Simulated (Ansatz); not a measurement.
SiC:
```cif
data_C2Si2
_chemical_formula_sum 'Si2 C2'
_space_group_name_H-M_alt 'P63mc'
_space_group_IT_number 186
_space_group_name_Hall 'P 6c -2c'
_cell_length_a 3.07531
_cell_length_b 3.07531
_cell_length_c 5.04816
_cell_angle_alpha 90.000
_cell_angle_beta 90.000
_cell_angle_gamma 120.000
loop_
_atom_site_label
_atom_site_type_symbol
_atom_site_symmetry_multiplicity
_atom_site_Wyckoff_symbol
_atom_site_fract_x
_atom_site_fract_y
_atom_site_fract_z
_atom_site_occupancy
Si1 Si 2 b 0.66667 0.33333 0.00050 1
C1 C 2 b 0.33333 0.66667 0.12470 1
```

Relaxed with r²SCAN.

Question: Decompose the optical modes at the zone centre into irreducible representations, and say which are infrared and Raman allowed.

Answer: Point group 6mm: Γ_opt = A1 + 2B1 + E1 + 2E2. Infrared: A1, E1. Raman: A1, E1, E2.

Question: Assign frequencies (DFPT, r²SCAN (plane waves, PAW; program Ansatz); without the LO–TO term).

Answer: E2 271, B1 605, E2 765, A1 773, E1 802, B1 846 cm⁻¹.

Subscripts of B labels follow the axes of the standard setting.

Space group P6_3mc (wurtzite). Symmetry was held in the r²SCAN relaxation; phonons on a q-mesh show no instability.

Potentials: the later of the program's two PAW sets.
